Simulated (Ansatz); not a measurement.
CaAl2Ge2:
```cif
data_Al2CaGe2
_chemical_formula_sum 'Ca1 Al2 Ge2'
_space_group_name_H-M_alt 'P 1'
_space_group_IT_number 1
_cell_length_a 4.16931
_cell_length_b 4.16931
_cell_length_c 7.15043
_cell_angle_alpha 90.000
_cell_angle_beta 90.000
_cell_angle_gamma 120.000
loop_
_space_group_symop_operation_xyz
  'x, y, z'
loop_
_atom_site_label
_atom_site_type_symbol
_atom_site_fract_x
_atom_site_fract_y
_atom_site_fract_z
_atom_site_occupancy
Ca1 Ca 0.00000 0.00000 0.00000 1
Al1 Al 0.33333 0.66667 0.62775 1
Al2 Al 0.66667 0.33333 0.37225 1
Ge1 Ge 0.33333 0.66667 0.26142 1
Ge2 Ge 0.66667 0.33333 0.73858 1
```

Relaxed with r²SCAN.

### Question
Tabulate the valence density and the electron localisation function along the shortest Al–Ge contact (2.53 Å), r²SCAN (plane waves, PAW; program Ansatz).

### Answer


```tsv
distance from Al (Å)	density (e/Å³)	ELF
0.25	0.06	0.06
0.38	0.07	0.02
0.51	0.11	0.06
0.63	0.17	0.35
0.76	0.23	0.70
0.89	0.29	0.84
1.01	0.32	0.87
1.14	0.35	0.86
1.27	0.38	0.82
1.39	0.43	0.73
1.52	0.50	0.59
1.65	0.62	0.47
1.77	0.93	0.38
1.90	1.74	0.25
2.03	4.29	0.11
2.15	11.61	0.03
2.28	27.05	0.01
```

The density is the valence pseudo-density with augmentation charge, so density and ELF within about 1 Å of a nucleus are not all-electron values.

Space group P-3m1. The workflow started from an entry of the Crystallography Open Database (COD, 293 K). Whether it is the stable phase at ambient conditions was not checked. The cell was relaxed with r²SCAN under the symmetry of its start; its stability against distortions is not shown here.

Potentials: the later of the program's two PAW sets.
